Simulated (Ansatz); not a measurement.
Relaxed-ion elastic tensor of Cu (hcp (Mg type), space group No. 194) in GPa (Voigt order), DFT-r²SCAN in the program Ansatz with PAW potentials; density 9.19 g/cm³, 11.48 Å³ per atom.

```csv
,1,2,3,4,5,6
1,238,143,101,0.0,0.0,0.0
2,143,238,101,0.0,0.0,0.0
3,101,101,287,0.0,0.0,0.0
4,0.0,0.0,0.0,46.6,0.0,0.0
5,0.0,0.0,0.0,0.0,46.6,0.0
6,0.0,0.0,0.0,0.0,0.0,47.0
```

Is the crystal mechanically stable?

Yes: the smallest eigenvalue of C is 46.6 GPa.

Work out the Voigt, Reuss and Hill averages.

K_V = 161, K_R = 161, K_H = 161; G_V = 55.9, G_R = 51.9, G_H = 53.9 GPa.

Give Young's modulus, Poisson's ratio, Pugh's ratio and the universal anisotropy index.

E = 9KG/(3K + G) = 145 GPa; ν = 0.35; K/G = 3.00 (ductile by the Pugh limit of 1.75); A_U = 5G_V/G_R + K_V/K_R − 6 = 0.38.

Estimate the sound speeds and the Debye temperature.

v_l = √((K + 4G/3)/ρ) = 5040 m/s, v_t = √(G/ρ) = 2420 m/s, mean 2720 m/s; Θ = (h/k)(3n/4πV)^(1/3) v_m = 359 K.

Solve the Christoffel equation for the three sound speeds along x, y, z.

Eigenvalues of C_ijkl n_j n_l equal ρv². In km/s, slowest first: x 2.25, 2.26, 5.08; y 2.25, 2.26, 5.08; z 2.25, 2.25, 5.59.

How much does each axis shrink under pressure?

Linear compressibilities β_i = Σ_j S_ij (j = 1 to 3): x 2.1, y 2.1, z 2.0 per TPa.

Space group P6_3/mmc (hcp (Mg type)). The first step of the workflow began from a Materials Project structure, measured or hypothetical; the Crystallography Open Database copy checked does not list it. It is not the phase usual at ambient conditions (space group No. 225). The r²SCAN relaxation kept the symmetry of its start; of distortions, only those at the zone centre were tested. No spin polarisation was allowed. As this level gives no gap, shear constants depend on the k-mesh and smearing (Fermi–Dirac, 0.1 eV here). On the denser mesh and wider smearing of the elastic run this cell carries a stress of 0.7 GPa.

Potentials: the earlier of the program's two PAW sets.
